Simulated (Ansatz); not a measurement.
GaAs in space group Pm-3n (No. 223; Ga on 6c, As on 6d), plane-wave PAW r²SCAN (Ansatz code). The conduction-band minimum lies at Γ, with 1 equivalent valley. Second derivatives d²E/dk² of the lowest band at one valley (eV·Å²), along Cartesian directions:

```tsv
direction	d²E/dk²
[100]	160.4
[010]	160.4
[001]	160.4
[110]	160.7
[101]	160.7
[011]	160.7
```

Question: Find the principal effective masses, the density-of-states mass and the conductivity mass.

Answer: Off-diagonal terms follow from H_xy = H[110] − (H_xx + H_yy)/2, and m*/mₑ = 7.620 eV·Å² over each eigenvalue: 0.047, 0.048, 0.048. One valley's DOS mass (m₁m₂m₃)^(1/3) = 0.048, conductivity mass 3/(Σ 1/mᵢ) = 0.048 mₑ.

Question: What effective density of states Nc follows at 300 K for parabolic valleys?

Answer: Nc = 2.509e19 × 1 × (0.048)^(3/2) ≈ 2.6e17 cm⁻³.

The start of the workflow was typed in or built on a structure type; neither database checked (COD, Materials Project) lists it. It is not the phase usual at ambient conditions (space group No. 216). Symmetry was held in the r²SCAN relaxation; its stability against distortions is not shown here. The volume moved by 22 % from the start of the relaxation. Scalar-relativistic: spin–orbit coupling is off unless named, which matters more the heavier the elements.

Potentials: the later of the program's two PAW sets.

Edges and masses are those of Kohn–Sham bands, whose gap is no quasiparticle gap.
